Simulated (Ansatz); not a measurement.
**RbMgSbO₃ (R3m), an elastic constant from a strain scan**

Computed with Ansatz, DFT r2SCAN, scalar-relativistic, plane waves, PAW. Cutoff 500 eV, Γ-centred 6×6×6 k-points, Gaussian smearing of 0.05 eV. No spin polarisation. Energies are free energies at this smearing, counted from the undisturbed cell; pressure is positive in compression.

The starting cell (relaxed at this level; it needn't be the usual structure):

```yaml
crystal:
  lattice:
    - [3.09146, 1.78485, 4.01866]
    - [-3.09146, 1.78485, 4.01866]
    - [0.00000, -3.56971, 4.01866]
  atoms:
    - { symbol: Rb, position: [0.87798, 0.87798, 0.87798] }
    - { symbol: Mg, position: [0.33197, 0.33197, 0.33197] }
    - { symbol: Sb, position: [0.57549, 0.57549, 0.57549] }
    - { symbol: O, position: [0.49459, 0.49459, 0.96587] }
    - { symbol: O, position: [0.96587, 0.49459, 0.49459] }
    - { symbol: O, position: [0.49459, 0.96587, 0.49459] }
```

The cell is strained by ε times the Voigt pattern (1, 1, 0, 0, 0, 0) (xx, yy, zz, yz, xz, xy; engineering shear) with fractional coordinates fixed. The cell holds 6 atoms in V0 = 133.04 Å³. The stress column is τ = (1/V0) dE/dε, got from the stress tensor σ (compression positive) at each point as −det(1 + εP) σ : P(1 + εP)⁻¹, with P the pattern as a tensor.

```
      ε  ΔE (meV/atom)  τ (GPa)
-0.0400              ?        ?
-0.0200         12.833   -9.544
 0.0000          0.000    0.007
 0.0100          2.964    4.217
 0.0300         25.199   11.638
```

Question: Which combination of elastic constants does this scan measure, and how large is it?

Answer: For small ε, τ = τ0 + Kε with K = pᵀCp, which for this pattern is C11 + C22 + 2 C12 in the Cartesian frame shown. The parabola through τ at ε = -0.0200, 0 and 0.0100 has slope K = 440 GPa at zero. The energies per cell, E = NΔE, of the same two points give K = 2[E(ε₊)/ε₊ − E(ε₋)/ε₋]/[(ε₊ − ε₋)V0] = 452 GPa, in agreement. These are clamped-ion values.

Question: Predict the withheld row at ε = -0.0400 from the harmonic law, and compare.

Answer: ΔE = V0(τ0 ε + Kε²/2)/N = 48.664 meV/atom and τ = -17.59 GPa. The calculation gives 54.406 meV/atom and -20.80 GPa: the energy lies 12 % above the harmonic value, as bonds stiffen under compression.

Forces appear on the atoms along this scan, and letting them relax would lower the energy and soften the response.

Cost: 5 runs of about 2.6 core-minutes in all, on Arm Neoverse V1 (shared hosts).